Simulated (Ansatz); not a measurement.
Cu Kα1 powder pattern (kinematic, no thermal factors).
| 2θ (°) | relative intensity |
| --- | --- |
| 19.25 | 65 |
| 19.28 | 62 |
| 19.36 | 62 |
| 19.49 | 100 |
| 21.45 | 42 |
| 21.47 | 19 |
| 21.64 | 21 |
| 21.74 | 39 |
| 21.75 | 39 |
| 21.82 | 26 |
| 27.25 | 25 |
| 27.31 | 15 |
| 27.52 | 14 |
| 27.68 | 22 |
| 27.74 | 21 |
| 27.84 | 9 |
| 29.41 | 7 |
| 33.65 | 22 |
| 33.78 | 25 |
| 33.83 | 22 |
| 34.90 | 4 |
| 35.06 | 13 |
| 35.13 | 7 |
| 35.14 | 11 |
| 35.17 | 8 |
| 35.28 | 5 |
| 35.30 | 9 |
| 35.35 | 9 |
| 35.43 | 5 |
| 35.55 | 12 |
| 35.65 | 12 |
| 35.76 | 15 |
| 38.81 | 4 |
| 39.06 | 9 |
| 39.08 | 6 |
| 39.14 | 5 |
| 39.20 | 9 |
| 39.29 | 7 |
| 39.39 | 5 |
| 39.55 | 7 |
| 39.57 | 8 |
| 39.61 | 3 |
| 40.21 | 10 |
| 40.21 | 6 |
| 40.51 | 11 |
| 40.52 | 6 |
| 40.63 | 4 |
| 40.63 | 12 |
| 43.69 | 5 |
| 43.74 | 3 |
| 43.98 | 7 |
| 44.08 | 4 |
| 44.11 | 3 |
| 44.30 | 4 |
| 44.31 | 5 |
| 44.33 | 5 |
| 44.48 | 3 |
| 44.52 | 5 |
| 44.64 | 5 |
| 44.76 | 3 |
| 44.79 | 3 |
| 45.06 | 5 |
| 45.26 | 5 |
| 45.51 | 2 |
| 45.78 | 6 |
| 45.79 | 2 |
| 49.17 | 5 |
| 49.27 | 6 |
| 49.68 | 7 |
| 49.98 | 5 |
| 50.04 | 4 |
| 50.06 | 3 |
| 50.24 | 7 |
| 52.30 | 2 |
| 52.47 | 4 |
| 52.51 | 5 |
| 52.58 | 3 |
| 52.62 | 5 |
| 52.72 | 3 |
| 52.75 | 3 |
| 52.81 | 5 |
| 52.83 | 5 |
| 53.13 | 2 |
| 53.29 | 2 |
| 53.31 | 5 |
| 53.45 | 2 |
| 53.48 | 3 |
| 53.55 | 2 |
| 53.55 | 3 |
| 53.70 | 3 |
| 53.71 | 3 |
| 53.71 | 5 |
| 53.75 | 4 |
| 53.76 | 3 |
| 53.77 | 3 |
| 53.79 | 3 |
| 53.82 | 6 |
| 53.94 | 2 |
| 53.97 | 3 |
| 54.05 | 7 |
| 54.28 | 3 |
| 54.42 | 4 |
| 54.55 | 7 |
| 56.10 | 3 |
| 56.10 | 2 |
| 56.22 | 4 |
| 56.36 | 1 |
| 56.37 | 2 |
| 56.46 | 3 |
| 56.58 | 3 |
| 56.74 | 3 |
| 56.80 | 2 |
| 56.84 | 3 |
| 56.90 | 2 |
| 56.98 | 1 |
| 57.08 | 3 |
| 57.11 | 1 |
| 57.17 | 3 |
| 57.30 | 3 |
| 57.52 | 1 |
| 60.22 | 6 |
| 60.33 | 6 |
| 60.57 | 6 |
| 60.70 | 3 |
| 60.73 | 3 |
| 60.99 | 3 |
| 61.00 | 2 |
| 61.01 | 3 |
| 61.02 | 2 |
| 61.03 | 2 |
| 61.16 | 3 |
| 61.24 | 2 |
| 61.30 | 3 |
| 61.33 | 2 |
| 61.45 | 2 |
| 61.50 | 2 |
| 61.51 | 3 |
| 61.58 | 2 |
| 61.58 | 2 |
| 61.59 | 3 |
| 61.70 | 3 |
| 61.86 | 2 |
| 61.93 | 2 |
| 61.96 | 3 |
| 61.96 | 3 |
| 62.05 | 3 |
| 62.28 | 2 |
| 62.34 | 3 |
| 63.58 | 2 |
| 63.61 | 2 |
| 64.15 | 2 |
| 64.27 | 2 |
| 64.30 | 1 |
| 64.40 | 2 |
| 64.49 | 2 |
| 64.53 | 1 |
| 64.57 | 4 |
| 64.73 | 3 |
| 64.95 | 1 |
| 65.08 | 1 |
| 65.21 | 3 |
| 65.63 | 3 |
| 65.81 | 3 |
| 66.06 | 3 |
| 66.89 | 1 |
| 66.94 | 2 |
| 67.21 | 1 |
| 67.45 | 2 |
| 67.50 | 1 |
| 67.85 | 1 |
| 67.95 | 1 |
| 67.95 | 1 |
| 68.14 | 1 |
| 68.38 | 1 |
| 68.41 | 1 |
| 68.55 | 1 |
| 68.57 | 1 |
| 68.90 | 1 |
| 68.93 | 1 |
| 70.74 | 4 |
| 70.78 | 2 |
| 71.05 | 4 |
| 71.08 | 2 |
| 71.17 | 3 |
| 71.40 | 2 |
| 71.79 | 3 |
| 72.17 | 3 |
| 72.22 | 1 |
| 72.26 | 2 |
| 73.70 | 2 |
| 74.08 | 1 |
| 74.10 | 1 |
| 74.18 | 2 |
| 74.25 | 2 |
| 74.27 | 1 |
| 74.36 | 1 |
| 74.43 | 1 |
| 74.53 | 1 |
| 74.55 | 1 |
| 74.59 | 3 |
| 74.61 | 2 |
| 74.62 | 2 |
| 74.67 | 1 |
| 74.73 | 2 |
| 74.86 | 2 |
| 74.97 | 1 |
| 74.99 | 1 |
| 75.17 | 2 |
| 75.19 | 2 |
| 75.26 | 3 |
| 75.30 | 1 |
| 75.35 | 2 |
| 75.39 | 1 |
| 75.42 | 1 |
| 75.49 | 1 |
| 75.49 | 1 |
| 75.51 | 1 |
| 75.62 | 2 |
| 75.74 | 3 |
| 75.87 | 1 |
| 75.99 | 1 |
| 76.28 | 2 |
| 76.31 | 1 |
| 76.32 | 1 |
| 76.44 | 2 |
| 76.46 | 3 |
| 77.04 | 1 |
| 77.05 | 1 |
| 77.39 | 1 |
| 77.75 | 1 |
| 77.92 | 1 |
| 78.08 | 1 |
| 78.26 | 1 |
| 79.35 | 1 |
| 81.00 | 2 |
| 81.44 | 1 |
| 81.66 | 1 |
| 81.79 | 1 |
| 82.05 | 1 |
| 82.08 | 1 |
| 82.12 | 1 |
| 82.22 | 1 |
| 82.31 | 1 |
| 82.50 | 1 |
| 82.55 | 1 |
| 82.65 | 1 |
| 83.20 | 1 |
| 83.28 | 1 |
| 84.68 | 1 |
| 84.99 | 1 |
| 85.03 | 1 |
| 85.20 | 1 |
| 85.41 | 1 |
| 85.59 | 1 |
| 86.49 | 1 |
| 88.60 | 1 |
| 89.95 | 1 |

The pattern is computed from a structure relaxed with DFT PBE, scalar-relativistic, plane waves, PAW in Ansatz. No spin polarisation. Its elements are Hf, O, Si.

Task: Give the structure.

Result: HfSi3O8.
Space group P1 (No. 1). a = 5.296 Å, b = 5.303 Å, c = 9.106 Å, α = 90.32°, β = 90.89°, γ = 119.69°
```tsv
atom	site	symmetry	x	y	z
Hf	1a	1	0.3213	0.6576	0.9375
Si	1a	1	0.6794	0.3442	0.4326
Si	1a	1	0.6509	0.3195	0.0808
Si	1a	1	0.3493	0.6797	0.5469
O	1a	1	0.6230	0.0098	0.0330
O	1a	1	0.5300	0.5116	0.5120
O	1a	1	0.0281	0.5105	0.4676
O	1a	1	0.9578	0.5820	0.0228
O	1a	1	0.3152	0.6860	0.7237
O	1a	1	0.6261	0.3435	0.2569
O	1a	1	0.5308	0.0111	0.4882
O	1a	1	0.3882	0.3445	0.9980
```

A pattern alone doesn't exclude other cells with like lines; this is the one computed.

The structure comes from a generated guess; another structure or a mixture of phases may lie lower.
